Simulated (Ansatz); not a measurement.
Polymorphs of ZrMo, each relaxed with the program Ansatz at the PBE level (PAW):

A: CsCl type (Pm-3m)
a = 3.341 Å, b = 3.341 Å, c = 3.341 Å, α = 90.00°, β = 90.00°, γ = 90.00°

```tsv
atom	site	symmetry	x	y	z
Mo	1b	m-3m	0.5000	0.5000	0.5000
Zr	1a	m-3m	0.0000	0.0000	0.0000
```

B: rock salt (Fm-3m)
a = b = c = 5.4960 Å, α = β = γ = 90.00°

| atom | site | symmetry | x | y | z |
|---|---|---|---|---|---|
| Mo | 4a | m-3m | 0.0000 | 0.0000 | 0.0000 |
| Zr | 4b | m-3m | 0.5000 | 0.5000 | 0.5000 |

C: Cmcm
a = 3.232 Å, b = 12.008 Å, c = 4.070 Å, α = 90.00°, β = 90.00°, γ = 90.00°

| atom | site | symmetry | x | y | z |
|---|---|---|---|---|---|
| Zr | 4c | m2m | 0.0000 | 0.3312 | 0.2500 |
| Mo | 4c | m2m | 0.0000 | 0.0596 | 0.2500 |

### Question
Rank these by energy per atom at 0 K (lowest first), as PBE gives it.

### Answer
A (+0 meV/atom), C (+149 meV/atom), B (+895 meV/atom)

Typed or built starts, not in the databases checked: A; B; C. All cells were relaxed under the symmetry of their starts (and spin orders); stability against distortions was not tested throughout. Rows with no word on spin ran without spin polarisation. Scalar-relativistic: spin–orbit coupling is off unless named, which matters more the heavier the elements.

Energies hold the estimated change up to a 700 eV cutoff; steps of a few meV lie near the error of the meshes.

Potentials: the later of the program's two PAW sets.
